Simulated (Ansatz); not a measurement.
Input and command of a calculation in Ansatz (plane waves; scalar-relativistic PAW potentials unless the input names others):

```yaml
crystal:
  lattice:
    - [3.0050700803, 3.0050700803, 0.0]
    - [-3.0050700803, 3.0050700803, 0.0]
    - [0.0, 0.0, 6.0101401606]
  atoms:
    - { symbol: Al, position: [0.0, 0.5, 0.75] }
    - { symbol: Al, position: [0.5, 0.0, 0.75] }
    - { symbol: Al, position: [0.5, 0.0, 0.25] }
    - { symbol: Al, position: [0.0, 0.5, 0.25] }
    - { symbol: Au, position: [0.0, 0.0, 0.0] }
    - { symbol: Au, position: [0.5, 0.5, 0.5] }
basis:
  ecutwfc: 500
kpoints:
  mp_grid: { grid: [8, 7, 7] }
hamiltonian:
  xc: r2scan
scf:
  occupations: { method: gaussian, width: 0.1 }
  max_iter: 50
output:
  forces: true
  eigenvalues: true
  stress: true
```

```bash
ansatz run input.yaml --threads 1 --pin off --max-ram 1331MiB --backend cpu --events-out ev --progress --plain --runs-dir out
```

Abridged log:
```
Pseudopotentials: kind: paw
Pseudopotential: Al, paw, valence charge 3, recommended cutoff 500 eV (meta_gga)
Pseudopotential: Au, paw, valence charge 19, recommended cutoff 500 eV (meta_gga)
Functional definition: r2SCAN
Crystal: 6 atoms, lattice volume = 108.548 Å³
Basis set: ecut = 500 eV, 2773 PW (Γ), exchange–correlation on 128×128×180 points (64 copies of the dense FFT grid, shifted against one another)
Bands: 31, of which v1, the nominal top of the filled ones, is band 25 counted from 1 (24 counted from 0)
Symmetry: 16 space group operations
k-points: 80 of 392
Initial density: superposition of atomic densities (neutral atoms: chi_scale 0, normalization atom), corrected by the library's trained network
Initial wavefunctions: pseudopotential atomic-orbital guess
Functional: x = r2scan, c = r2scan; τ floored in thin density (d = 2e-4 eV/Å³)
SCF iter   1: F=—  HF=-28491.499899 eV  |F-HF|=—  |Δ(HF+E_count)|=         —  Δρ=8.70e-3  dr2=1.31e-1  dr2_τ=7.42e-2  ethr=1.77e-3  ⟨swp⟩=7.4  Hψ=11713  notcnv=0  defer=18
SCF iter   2: F=—  HF=-28491.555930 eV  |F-HF|=—  |Δ(HF+E_count)|=   5.60e-2  Δρ=2.76e-3  dr2=1.41e-2  dr2_τ=3.15e-3  ethr=2.62e-4  ⟨swp⟩=2.1  Hψ=4626  notcnv=0  defer=104
SCF iter   3: F=—  HF=-28491.554323 eV  |F-HF|=—  |Δ(HF+E_count)|=   1.61e-3  Δρ=1.54e-3  dr2=3.01e-3  dr2_τ=1.16e-4  ethr=2.83e-5  ⟨swp⟩=2.6  Hψ=3697  notcnv=0  defer=104
SCF iter   4: F=—  HF=-28491.553973 eV  |F-HF|=—  |Δ(HF+E_count)|=   3.50e-4  Δρ=3.38e-4  dr2=1.40e-4  dr2_τ=4.27e-6  ethr=6.03e-6  ⟨swp⟩=2.2  Hψ=3827  notcnv=0  defer=104
SCF iter   5: F=—  HF=-28491.553975 eV  |F-HF|=—  |Δ(HF+E_count)|=   2.14e-6  Δρ=8.28e-5  dr2=4.31e-6  dr2_τ=6.13e-8  ethr=2.80e-7  ⟨swp⟩=2.0  Hψ=3799  notcnv=0  defer=104
SCF iter   6: F=—  HF=-28491.553964 eV  |F-HF|=—  |Δ(HF+E_count)|=   1.10e-5  Δρ=1.05e-5  dr2=1.07e-7  dr2_τ=5.49e-9  ethr=8.61e-9  ⟨swp⟩=2.9  Hψ=4934  notcnv=0  defer=104
SCF iter   7: F=-28491.553964 eV  HF=-28491.553964 eV  |F-HF|=1.60e-10  |Δ(HF+E_count)|=   2.97e-8  Δρ=2.29e-6  dr2=5.28e-9  dr2_τ=4.11e-10  ethr=2.00e-10  ⟨swp⟩=9.5  Hψ=10736  notcnv=0
SCF 1 converged in 7 iterations: F = -28491.553964 eV  dr2 = 5.28e-9
SCF converged after 7 iterations
Free energy (F): -28491.553964 eV
Harris-Foulkes:  -28491.553964 eV  (|F-HF|=1.60e-10)
Internal energy: -28491.541939 eV  (E = F + TS)
E sigma→0 (E₀):  -28491.547952 eV
Entropy (-TS):   -0.012025 eV (-2.004 meV/atom)
Fermi energy:    11.139810 eV
--- Forces (eV/Å), atoms counted from 1 ---
  atom   1  Al     0.00000000     0.00000000    -0.03014108
  atom   2  Al     0.00000000     0.00000000     0.03014108
  atom   3  Al     0.00000000     0.00000000    -0.03014108
  atom   4  Al     0.00000000     0.00000000     0.03014108
  atom   5  Au     0.00000000     0.00000000     0.00000000
  atom   6  Au     0.00000000     0.00000000     0.00000000
--- Stress (GPa, compression-positive) ---
       -0.068344       0.401795       0.000000
        0.401795      -0.068344       0.000000
        0.000000       0.000000       0.240301
  P = ⅓ Tr σ = 0.0345 GPa (0.345 kbar)
```

Q: What should be changed?

A: The fault is a mesh that breaks the symmetry (kpoints.mp_grid.grid: [8, 8, 6] → [8, 7, 7], the first being the value of the sound run). Setting it back cures it. The log, from which this was withheld above, says: «Warning: crystal.symmetry: narrowed to the stabiliser of the k-point mesh — unitary ops 32 → 16; excluded 16 operations that carry a point of the 8×7×7 mesh (shift [0, 0, 0]) off the mesh (the run samples exactly the mesh kpoints.mp_grid names, as under crystal.symmetry.detect: false, and its converged state has the mesh's symmetry, not the crystal's; ε∞ …» The run converged all the same, with an energy at zero smearing 5.84 meV/atom above the reference's, pressure 0.03 GPa, largest force 0.030 eV/Å, no gap on the mesh, so convergence alone doesn't show that an input is right. A reference run from the same start on usual settings converged with pressure -0.01 GPa, largest force 0.000 eV/Å, no gap on the mesh.